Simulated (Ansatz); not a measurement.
A relaxed cell of Al₅Ni is given with its symmetry left out. The cell was found from a structure generator's guess, not taken from experiment.

Method: Ansatz, DFT PBE, scalar-relativistic, plane waves, PAW. Cutoff 420 eV, Γ-centred mesh, Gaussian smearing, no spin polarisation.

```
CELL_PARAMETERS angstrom
2.16398 -7.73709 0.00000
2.16398 7.73709 0.00000
0.00000 0.00000 2.78046
ATOMIC_POSITIONS crystal
Al 0.50000 0.50000 0.50000
Al 0.30358 0.69642 0.00000
Al 0.13146 0.86854 0.50000
Al 0.86854 0.13146 0.50000
Al 0.69642 0.30358 0.00000
Ni 0.00000 0.00000 0.00000
```

The zero of energy is the elements' standard structures at the same level; no fitted shifts are applied.

Problem. Find its symmetry and describe it.

Solution. Cmmm (No. 65). Conventional cell: a = 4.328 Å, b = 15.474 Å, c = 2.780 Å. Al on a site of symmetry mmm is surrounded by 4 Ni at 2.57 Å, 2 Al at 2.78 Å, 4 Al at 2.97 Å and 4 Al at 3.34 Å; around Al on a site of symmetry m2m lie 8 Al at 2.73–2.78 Å, 2 Al at 3.00 Å and 2 Al at 3.34 Å; around Al on a second site of symmetry m2m lie 2 Ni at 2.46 Å, 6 Al at 2.76–2.78 Å and 4 Al at 2.97–3.00 Å; Ni is surrounded by 8 Al at 2.46–2.57 Å and 2 Ni at 2.78 Å.

Problem. How far does it lie from the elements in energy?

Solution. −0.16 eV/atom. It lies below the elements, which doesn't yet make it stable against other compounds or structures.

Problem. Is it a metal?

Solution. Yes, bands cross the Fermi level on the 10×10×14 mesh.

The last run used a 10×10×14 mesh (in the run's order of axes) for its 6-atom cell and Gaussian smearing of 0.10 eV. Trial moments died out on the coarse mesh, so the last step has no spin; another magnetic start might hold. Symmetry constrained the relaxation, so the result can be a saddle point.
